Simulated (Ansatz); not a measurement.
This SnPb₃S₄ structure is the end of a relaxation. The cell was found from a structure generator's guess, not taken from experiment.

These are results of Ansatz, DFT PBE, scalar-relativistic, plane waves, PAW, not measurements. Cutoff 420 eV, Γ-centred mesh, Gaussian smearing, no spin polarisation.

```yaml
crystal:
  lattice:
    - [0.00000, 5.97357, 4.24423]
    - [4.24177, 0.00000, 4.24423]
    - [4.24177, 5.97357, 0.00000]
  atoms:
    - { symbol: Sn, position: [0.48380, 0.48380, 0.51620] }
    - { symbol: Pb, position: [0.74528, 0.74528, 0.75472] }
    - { symbol: Pb, position: [0.24528, 0.24528, 0.25472] }
    - { symbol: Pb, position: [0.99409, 0.99409, 0.00591] }
    - { symbol: S, position: [0.49989, 0.03193, 0.50011] }
    - { symbol: S, position: [0.25146, 0.74752, 0.25248] }
    - { symbol: S, position: [0.03193, 0.49989, 0.96808] }
    - { symbol: S, position: [0.74752, 0.25146, 0.74853] }
```

Energies over the elements count from the elements' standard structures at the same level, with no fitted energy shifts. The references include grey tin.

**Question.** Find its symmetry and describe it.

**Answer.** Fmm2 (No. 42), with Sn and Pb ordered on rock salt sites. Conventional cell: a = 8.484 Å, b = 11.947 Å, c = 8.488 Å. Sn is surrounded by 2 S at 2.71 Å, 2 S at 2.97 Å and 2 S at 3.29 Å; Pb on a site of symmetry 2 has 6 S at 2.98–3.03 Å; Pb on a site of symmetry mm2 is surrounded by 6 S at 2.97–3.04 Å; around S on its first site lie 1 Sn at 2.71 Å, 4 Pb at 2.97–3.04 Å and 1 Sn at 3.29 Å; 1 more site not described.

**Question.** What is its formation energy per atom?

**Answer.** −0.516 eV/atom. Whether it is stable depends on the other phases of the system, which aren't compared here.

**Question.** Is it a metal?

**Answer.** No, the gap on the 8×8×8 mesh is 0.06 eV.

The last run used an 8×8×8 mesh for its 8-atom cell and Gaussian smearing of 0.01 eV. Spin–orbit coupling, which can matter for Pb, is left out. The reference form of S is held partly by dispersion forces, which this level lacks. Small gaps are read on the mesh alone, and bands can cross between its points. A later test with randomly moved atoms ended 1 meV/atom lower on a coarse mesh, in Cm at a loose tolerance, which is no clear verdict on its stability.
